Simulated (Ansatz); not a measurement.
LaScHO₂:
```yaml
crystal:
  lattice:
    - [4.10257, 0.00000, 0.00000]
    - [0.00000, 4.10257, 0.00000]
    - [0.00000, 0.00000, 3.71253]
  atoms:
    - { symbol: La, position: [0.50000, 0.50000, 0.50000] }
    - { symbol: Sc, position: [0.00000, 0.00000, 0.00000] }
    - { symbol: O, position: [0.50000, 0.00000, 0.00000] }
    - { symbol: O, position: [0.00000, 0.50000, 0.00000] }
    - { symbol: H, position: [0.00000, 0.00000, 0.50000] }
```

Relaxed with PBEsol. Special points in fractions of this cell's reciprocal vectors: Γ (0.000, 0.000, 0.000); X (0.000, 0.500, 0.000); M (0.500, 0.500, 0.000); Z (0.000, 0.000, 0.500); R (0.000, 0.500, 0.500); A (0.500, 0.500, 0.500).

**Question.** List the band energies nearest the Fermi level at these points for plane-wave PAW PBEsol (Ansatz code).

**Answer.** In eV from the Fermi level; about four levels below and three above (degenerate sets whole), none deeper than 8.9 eV; points with the same levels are listed once.

| k | below | above |
|---|---|---|
| Γ | -4.76 -4.02 -4.02 -0.30 | 0.04 0.51 0.84 0.84 |
| X | -5.30 -5.19 -4.79 -0.41 | 0.62 0.83 1.10 |
| M | -5.90 -5.90 -5.73 -4.06 | 0.71 0.71 0.94 |
| Z | -3.98 -3.98 -2.84 0.00 0.00 | 0.29 0.65 1.13 |
| R | -4.72 -4.52 -3.43 -1.25 | 0.80 1.00 1.07 |
| A | -5.33 -5.33 -5.15 -3.96 | 0.84 0.97 0.97 |

Space group P4/mmm. The start of the workflow was typed in or built on a structure type; neither database checked (COD, Materials Project) lists it. Whether it is the stable phase at ambient conditions was not checked. The PBEsol relaxation kept the symmetry of its start; its stability against distortions is not shown here. The run is not spin-polarised. With an odd number of electrons in the cell and no spin polarisation, the count alone makes it a metal. Scalar-relativistic: spin–orbit coupling is off unless named, which matters more the heavier the elements.

Potentials: the earlier of the program's two PAW sets. The files were generated under PBE; for other functionals the program regenerates the frozen cores, and for LDA and PBEsol the local potential too.
